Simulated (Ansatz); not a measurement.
Geometry optimisation in Ansatz: input, command and trajectory.

```yaml
crystal:
  lattice:
    - [-1.9364094787, 1.9364094787, 5.5817135855]
    - [1.9364094787, -1.9364094787, 5.5817135855]
    - [1.9364094787, 1.9364094787, -5.5817135855]
  atoms:
    - { symbol: Ba, position: [0.0, 0.0, 0.0] }
    - { symbol: B, position: [0.3200475251, 0.3200475251, 0.0] }
    - { symbol: B, position: [0.6799524749, 0.6799524749, 0.0] }
    - { symbol: Ir, position: [0.75, 0.25, 0.5] }
    - { symbol: Ir, position: [0.25, 0.75, 0.5] }
basis:
  ecutwfc: 420
kpoints:
  mp_grid: { grid: [12, 12, 12] }
hamiltonian:
  xc: pbesol
scf:
  occupations: { method: gaussian, width: 0.1 }
output:
  forces: true
  stress: true
  eigenvalues: true
relax:
  adjacent_minimum: "off"
  f_tol: 0.01
  max_steps: 30
  cell: { stress_tol: 0.1, fix: [volume] }
```

```bash
ansatz run input.yaml --threads 1 --pin off --max-ram 2560MiB --backend cpu --events-out ev --progress --plain --runs-dir out
```

All numbers below come from DFT PBEsol, scalar-relativistic, plane waves, PAW (Ansatz 0.2.0).

The volume is held at 0.97 times that of the relaxed cell.

Of 5 frames 4 are shown, positions in Å and forces in eV/Å; the SCF threshold varies from step to step. Steps run on the plane waves of an earlier cell, with a Pulay correction in the pressure. The basis is chosen afresh for the last frame, the zero of the energies, and at times for earlier ones too; energy and pressure step there, also at an unchanged geometry.

```xyz
5
Lattice="-1.9364 1.9364 5.5817 1.9364 -1.9364 5.5817 1.9364 1.9364 -5.5817" Properties=species:S:1:pos:R:3:forces:R:3 pbc="T T T" step=1 free_energy_over_end_meV_per_atom=3.55 pressure_GPa=5.39
Ba    0.0000    0.0000    0.0000    0.0000    0.0000    0.0000
B     0.0000    0.0000    3.5728    0.0000    0.0000    0.3827
B     0.0000    0.0000    7.5906    0.0000    0.0000   -0.3827
Ir    0.0000    1.9364    2.7909    0.0000    0.0000    0.0000
Ir    1.9364    0.0000    2.7909    0.0000    0.0000    0.0000
5
Lattice="-1.9472 1.9472 5.5201 1.9472 -1.9472 5.5201 1.9472 1.9472 -5.5201" Properties=species:S:1:pos:R:3:forces:R:3 pbc="T T T" step=2 free_energy_over_end_meV_per_atom=0.15 pressure_GPa=3.21
Ba    0.0000    0.0000    0.0000    0.0000    0.0000    0.0000
B     0.0000    0.0000    3.5561    0.0000    0.0000    0.0593
B     0.0000    0.0000    7.4841    0.0000    0.0000   -0.0593
Ir    0.0000    1.9472    2.7600    0.0000    0.0000    0.0000
Ir    1.9472    0.0000    2.7600    0.0000    0.0000    0.0000
5
Lattice="-1.9444 1.9444 5.5360 1.9444 -1.9444 5.5360 1.9444 1.9444 -5.5360" Properties=species:S:1:pos:R:3:forces:R:3 pbc="T T T" step=3 free_energy_over_end_meV_per_atom=0.02 pressure_GPa=3.12
Ba    0.0000    0.0000    0.0000    0.0000    0.0000    0.0000
B     0.0000    0.0000    3.5738    0.0000    0.0000   -0.0147
B     0.0000    0.0000    7.4983    0.0000    0.0000    0.0147
Ir    0.0000    1.9444    2.7680    0.0000    0.0000    0.0000
Ir    1.9444    0.0000    2.7680    0.0000    0.0000    0.0000
5
Lattice="-1.9449 1.9449 5.5330 1.9449 -1.9449 5.5330 1.9449 1.9449 -5.5330" Properties=species:S:1:pos:R:3:forces:R:3 pbc="T T T" step=5 free_energy_over_end_meV_per_atom=0.00 pressure_GPa=3.14
Ba    0.0000    0.0000    0.0000    0.0000    0.0000    0.0000
B     0.0000    0.0000    3.5704    0.0000    0.0000   -0.0002
B     0.0000    0.0000    7.4956    0.0000    0.0000    0.0002
Ir    0.0000    1.9449    2.7665    0.0000    0.0000    0.0000
Ir    1.9449    0.0000    2.7665    0.0000    0.0000    0.0000
```

The run took 2.2 min on 1 thread of Arm Neoverse V1, with other jobs on the host, peak memory 0.59 GiB.

Spin–orbit coupling is left out, which can shift energies with elements as heavy as these.